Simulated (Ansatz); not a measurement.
**SiO2: a ladder of calculations**

Cell of run 1: a COD entry, taken as it stands.

Space group P4_12_12 (No. 92); a = 4.9727, c = 6.9257 Å.

| site | Wyckoff | site symmetry | x | y | z |
| --- | --- | --- | --- | --- | --- |
| Si | 4a | ..2 | 0.3007 | 0.3007 | 0.0000 |
| O | 8b | 1 | 0.2390 | 0.1041 | 0.1787 |

One atom of each set is listed.

Relaxed positions (PBE, cell held):

Si (0.3055, 0.3055, 0.0000)
O (0.2365, 0.1167, 0.1852)

All runs are DFT with Ansatz 0.2.0 (plane waves and PAW, scalar-relativistic unless spin–orbit coupling is named, Γ-centred meshes, Fermi–Dirac smearing where given) in this cell.

Run 1: PBE, gradients read without the response of the cores, atoms as given; 420 eV, 5×5×4 k-points, smearing 0.02 eV.
Run 2: PBE, gradients read without the response of the cores, atoms relaxed; 420 eV, 5×5×4 k-points, smearing 0.02 eV.
Run 3: r2SCAN, gradients read without the response of the cores, at the relaxed atoms; 500 eV, 5×5×4 k-points, smearing 0.02 eV.

```
run   Si V_zz (η)   O V_zz (η)
  1   0.48 (0.99)  9.40 (0.14)
  2             ?            ?
  3  -0.37 (0.86)  9.67 (0.19)
```

V_zz in 10²¹ V/m².

Task: Estimate the row of run 2.

Result: Si: -0.37 (0.91); O: 9.75 (0.19). It lies nearest to run 3, from whose tensors on these sites it differs by 0.09 at most (largest principal value of the difference, on O). Taken one at a time, the positions of the atoms (as given or relaxed) move the tensors on these sites by up to 0.51 (largest principal value of the change, on O), the functional (r2SCAN with its higher cutoff) by 0.09 (O). On some sites the largest principal value moves to another axis from run to run, and the sign of V_zz can flip with it.

In runs 1, 3 the atoms aren't at the calculated equilibrium (largest force 0.48, 0.31 eV/Å). The cell isn't the equilibrium one in run 1 (calculated pressure 8 GPa), and the entry's cell may itself be off.
